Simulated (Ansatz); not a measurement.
# LaH₂₀, one structure, two calculations

Cell: a Materials Project structure (computed, not necessarily an observed phase), its atoms then relaxed with PBE in this cell.

Space group R-3m:H (No. 166); a = 7.3108, c = 13.1063 Å, γ = 120.00°.

| site | Wyckoff | site symmetry | x | y | z |
| --- | --- | --- | --- | --- | --- |
| La | 3a | -3m | 0.0000 | 0.0000 | 0.0000 |
| H2 | 6c | 3m | 0.0000 | 0.0000 | 0.1713 |
| H4 | 18h | .m | 0.8375 | 0.1625 | 0.4286 |
| H10 | 18h | .m | 0.7922 | 0.5844 | 0.4707 |
| H16 | 18f | .2 | 0.1149 | 0.3333 | 0.3333 |

One atom of each set is listed; the run and its k-mesh use a cell of 21 atoms with edges of 6.07, 6.07, 6.07 Å.

First run. Method: Kohn–Sham DFT in Ansatz, PBE, plane waves and PAW, scalar-relativistic, 420 eV cutoff, Γ-centred 6×6×6 k-points, Fermi–Dirac smearing 0.05 eV.

```csv
site,V_zz (10²¹ V/m²),η
La,-31.6,0.00
H2,0.21,0.00
H4,2.34,0.11
H10,1.95,0.18
H16,3.06,0.02
```

Second run. The same atoms and settings, except that spin–orbit coupling is included (fully relativistic PAW files).

(1) What does the second run give?

## Answers

(1) 

```csv
site,V_zz,η,change of V_zz
La,-31.6,0.00,-0.07
H2,0.21,0.00,0.00
H4,2.34,0.11,0.00
H10,1.95,0.18,0.00
H16,3.06,0.02,0.00
```

The largest change of V_zz is on La, by 0.07.

With no gap above 0.1 eV, as in a metal, the gradients converge slowly in k; expect changes of a tenth or more on a denser mesh.
